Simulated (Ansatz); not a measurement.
**A trial form of Zr3SnSe**

All numbers below come from DFT PBE, scalar-relativistic, plane waves, PAW in Ansatz 0.2.0. Cutoff 420 eV, Gaussian smearing, Γ-centred meshes. Cell and atoms relax first on a coarse mesh and then on a finer one. In between, the cell is made exact in the group found at 0.06 Å. In metals the finer mesh still leaves noise of several meV/atom or more. The steps can't lower the symmetry of their start. No spin polarisation.

Recipe of this trial structure of Zr3SnSe: random cell by space group and Wyckoff sites (P4/mmm, No. 123). The dimensions are guesses.

```yaml
crystal:
  lattice:
    - [5.51791, 0.00000, 0.00000]
    - [0.00000, 5.51791, 0.00000]
    - [0.00000, 0.00000, 6.80487]
  atoms:
    - { symbol: Zr, position: [0.50000, 0.50000, 0.00000] }
    - { symbol: Zr, position: [0.00000, 0.50000, 0.50000] }
    - { symbol: Zr, position: [0.50000, 0.00000, 0.50000] }
    - { symbol: Sn, position: [0.00000, 0.00000, 0.50000] }
    - { symbol: Se, position: [0.50000, 0.50000, 0.50000] }
```

Formation energies are uncorrected and refer to the elements' standard structures at the same level. The references include grey tin.

Problem. What does it relax into?

Solution. The symmetry stays P4/mmm (No. 123). The volume per atom shrinks by 27.3 %, from 41.4 to 30.1 Å³. The shortest distance goes from 2.76 Å (Zr–Se and Zr–Sn) to 2.48 Å (Zr–Se). The ratio c/a of the conventional cell changes by a factor of 0.73. The energy falls by about 0.62 eV/atom (the start's value is from the coarse mesh). Conventional cell: a = 5.513 Å, c = 4.955 Å. Zr on a site of symmetry 4/mmm has 2 Se at 2.48 Å and 8 Zr at 3.71 Å; around Zr on a site of symmetry mmm lie 2 Se at 2.76 Å, 2 Sn at 2.76 Å and 8 Zr at 3.71–3.90 Å; Sn has 4 Zr at 2.76 Å; Se has 2 Zr at 2.48 Å and 4 Zr at 2.76 Å.

Space group P4/mmm (No. 123). a = 5.513 Å, b = 5.513 Å, c = 4.955 Å, α = 90.00°, β = 90.00°, γ = 90.00°
```
atom  site  symmetry       x       y       z
  Zr    1c     4/mmm  0.5000  0.5000  0.0000
  Zr    2e      mmm.  0.0000  0.5000  0.5000
  Sn    1b     4/mmm  0.0000  0.0000  0.5000
  Se    1d     4/mmm  0.5000  0.5000  0.5000
```

Problem. How does it come out in energy, and is it a metal?

Solution. The formation energy is +0.23 eV/atom and the gap on the 8×8×8 mesh of the 5-atom cell is 0 eV (a metal).

It can't be a ground state, since the elements alone are lower.

The last run used Gaussian smearing of 0.10 eV. The cell is a metal run without spin; a magnetic state may lie lower. The reference form of Se is held partly by dispersion forces, which this level lacks. Symmetry constrained the relaxation, so the result can be a saddle point. Another cell of Zr3SnSe relaxed alike, in P4mm, lies 0.76 eV/atom lower, so this cell isn't the stable form at this level.
